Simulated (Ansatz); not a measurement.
Input and command of a plane-wave DFT calculation in Ansatz:

```yaml
crystal:
  lattice:
    - [4.2229921449, 0.0, 0.0]
    - [-2.1114960725, 3.6572184775, 0.0]
    - [0.0, 0.0, 5.066854]
  atoms:
    - { symbol: Co, position: [0.0, 0.0, 0.746357], spin: 1.13 }
    - { symbol: Co, position: [0.0, 0.0, 0.253643], spin: 1.13 }
    - { symbol: Co, position: [0.66666667, 0.33333333, 0.0], spin: 0.49 }
    - { symbol: Sn, position: [0.66666667, 0.33333333, 0.5] }
    - { symbol: Sn, position: [0.33333333, 0.66666667, 0.0] }
basis:
  ecutwfc: 420
kpoints:
  mp_grid: { grid: [12, 12, 8] }
hamiltonian:
  xc: pbesol
scf:
  occupations: { method: gaussian, width: 0.1 }
output:
  forces: true
  stress: true
  eigenvalues: true
  populations: true
magnetization:
  spin_polarized: true
```

```bash
ansatz run input.yaml --threads 1 --pin off --max-ram 2560MiB --backend cpu --events-out ev --progress --plain --runs-dir out
```

Processor: AMD EPYC 7R13 Processor (Zen 3), 1 thread, on a host shared with other jobs.

**Question.** How long does it run, and how much memory does it take?

**Answer.** About 110 s on 1 thread of AMD EPYC 7R13 Processor (Zen 3), on a shared host, peak memory 0.77 GiB. It solves 50 bands at 95 k points (the mesh reduced by the symmetry that the task leaves, which can be less than the crystal's) with about 1499 plane waves, in 16 SCF iterations.
